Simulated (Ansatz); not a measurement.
ZrO$_{2}$ (fluorite): values from a third-order Birch-Murnaghan fit to a volume scan beside measured ones. Computed values: r2SCAN (plane waves to 500 eV, PAW, scalar-relativistic; Ansatz, an electronic-structure program). The PAW data are Ansatz's earlier set. This is a high-temperature form of ZrO2. ZrO2 is run without spin polarisation. ZrO2 was relaxed with its symmetry unable to fall.

```json
[
 {"quantity": "Lattice constant a (Å)", "reference": "5.0902", "kind": "measured at or taken to low temperature"},
 {"quantity": "Bulk modulus B₀ (GPa)", "reference": "248", "kind": "measured, room temperature or unstated; yttria-stabilised, extrapolated to no yttrium"}
]
```

References as given in: Xinyuan Zhao, David Vanderbilt, Physical review. B, Condensed matter (2002), arXiv:cond-mat/0108491; Hyeondeok Shin, Anouar Benali, Ye Luo et al., Physical Review Materials (2018), arXiv:1708.09424. Values not taken to low temperature hold thermal and zero-point shifts that a static calculation lacks, so small differences there are no errors of the method.

### Question
What does r2SCAN give, and how far is that from the reference?

### Answer
```tsv
quantity	r2SCAN	difference
Lattice constant a (Å)	5.089	+0.0 %
Bulk modulus B₀ (GPa)	257	+3.5 %
```

For the lattice constant a it lies within 0.3 % of the reference.

(A scan under strain: stresses follow from slopes of the energy per volume, elastic moduli from its curvatures.)
